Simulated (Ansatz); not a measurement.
**Computed frozen-phonon scan: K (bcc, W type)**

Relaxed K (bcc, W type):

```yaml
crystal:
  lattice:
    - [-5.27944, 5.27944, 5.27944]
    - [0.00000, 0.00000, 5.27944]
    - [0.00000, 5.27944, 0.00000]
  atoms:
    - { symbol: K, position: [0.00000, 0.00000, 0.00000] }
    - { symbol: K, position: [0.50000, 0.00000, 0.00000] }
```

The atoms are displaced by Q × the pattern below (from a DFPT mode at H = (0.5, 0.5, 0.5), largest move 1; Q in Å), at fixed cell. It is one choice among 3 degenerate patterns. (q is in reciprocal vectors of the primitive cell; the cell shown is doubled to hold the pattern.)

```csv
atom,x,y,z
K1,0.000,0.000,1.000
K2,0.000,0.000,-1.000
```

The numbers are results of PBE (plane waves to 420 eV, PAW, scalar-relativistic; Ansatz, an electronic-structure program), not measurements. k mesh 13×13×13 (Γ-centred), Fermi-Dirac smearing 0.05 eV. E stands for the smeared free energy. With partly filled bands, energies and forces of such displacements shift with the k mesh and the smearing. K was relaxed with its symmetry unable to fall. ΔE is measured from the undisplaced structure.

```csv
Q (Å),ΔE (meV/cell),−dE/dQ from forces (eV/Å)
-0.280,58.0,0.401
-0.233,40.6,0.341
-0.187,26.2,0.277
-0.140,14.8,0.210
-0.093,6.6,0.141
-0.047,1.7,0.071
0.000,0.0,0.000
0.047,1.7,-0.071
0.093,6.6,-0.141
0.140,14.8,-0.210
0.187,26.2,-0.277
0.233,40.6,-0.341
0.280,58.0,-0.401
```

Summary:

```
Quantity                                                                                                             Result
-----------------------------------------------------------  --------------------------------------------------------------
Energy at Q = 0.280 Å                                                                                         58.0 meV/cell
Space group of the distorted cell                                                      P4/nmm (No. 129), lowered from Im-3m
Symmetry of the curve                                                                         even: the same for both signs
Shape of the curve                                           a single well with its minimum at or next to zero displacement
Harmonic wavenumber from the curvature (finite differences)                                                         73 cm⁻¹
```

The 13 points together took about 4 core-minutes (a rough figure).

(A displaced cell: forces are minus the slopes of the energy, force constants its curvatures, and phonons follow from these.)
